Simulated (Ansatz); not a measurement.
Input and command of a plane-wave DFT calculation in Ansatz:

```yaml
crystal:
  lattice:
    - [0.0, 2.5575, 2.3529]
    - [2.5575, 0.0, 2.3529]
    - [2.5575, 2.5575, 0.0]
  atoms:
    - { symbol: Hf, position: [0.0, 0.0, 0.0] }
    - { symbol: O, position: [0.25, 0.25, 0.25] }
    - { symbol: O, position: [0.75, 0.75, 0.75] }
basis:
  ecutwfc: 500
kpoints:
  mp_grid: { grid: [8, 8, 8] }
hamiltonian:
  xc: r2scan
scf:
  occupations: { method: gaussian, width: 0.05 }
output:
  forces: true
  stress: true
  eigenvalues: true
```

```bash
ansatz run input.yaml --threads 1 --pin off --max-ram 2560MiB --backend cpu --events-out ev --progress --plain --runs-dir out
```

Processor: Intel(R) Xeon(R) Processor @ 2.50GHz (Skylake/Cascade Lake), 1 thread, on a host shared with other jobs.

Problem. Estimate time, memory and problem size.

Solution. About 12 s on 1 thread of Intel(R) Xeon(R) Processor @ 2.50GHz (Skylake/Cascade Lake) (shared host), peak memory 0.45 GiB. It solves 23 bands at 59 k points (the mesh reduced by the symmetry that the task leaves, which can be less than the crystal's) with about 805 plane waves, in 7 SCF iterations.
